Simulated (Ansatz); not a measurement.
MgS:
```cif
data_MgS
_chemical_formula_sum 'Mg1 S1'
_space_group_name_H-M_alt 'P 1'
_space_group_IT_number 1
_cell_length_a 3.68061
_cell_length_b 3.68061
_cell_length_c 3.68061
_cell_angle_alpha 60.000
_cell_angle_beta 60.000
_cell_angle_gamma 60.000
loop_
_space_group_symop_operation_xyz
  'x, y, z'
loop_
_atom_site_label
_atom_site_type_symbol
_atom_site_fract_x
_atom_site_fract_y
_atom_site_fract_z
_atom_site_occupancy
Mg1 Mg 0.00000 0.00000 0.00000 1
S1 S 0.50000 0.50000 0.50000 1
```

Relaxed with r²SCAN.

Q: Give the optical modes at the zone centre with their infrared and Raman activity from DFPT, the program Ansatz at the r²SCAN level (PAW).

A: Transverse frequencies, without the LO–TO term; a row sums one degenerate level.

| ω (cm⁻¹) | degeneracy | IR ((D/Å)²/amu) | Raman (Å⁴/amu) | activity | symmetry |
|---|---|---|---|---|---|
| 237 | 3 | 26.56 | 0 | IR | T1u |

Q: How high does the top mode go among those that the LO–TO term moves?

A: 407 cm⁻¹ for q along x.

Space group Fm-3m (rock salt). The r²SCAN relaxation kept the symmetry of its start; phonons on a q-mesh show no instability.

Potentials: the earlier of the program's two PAW sets.
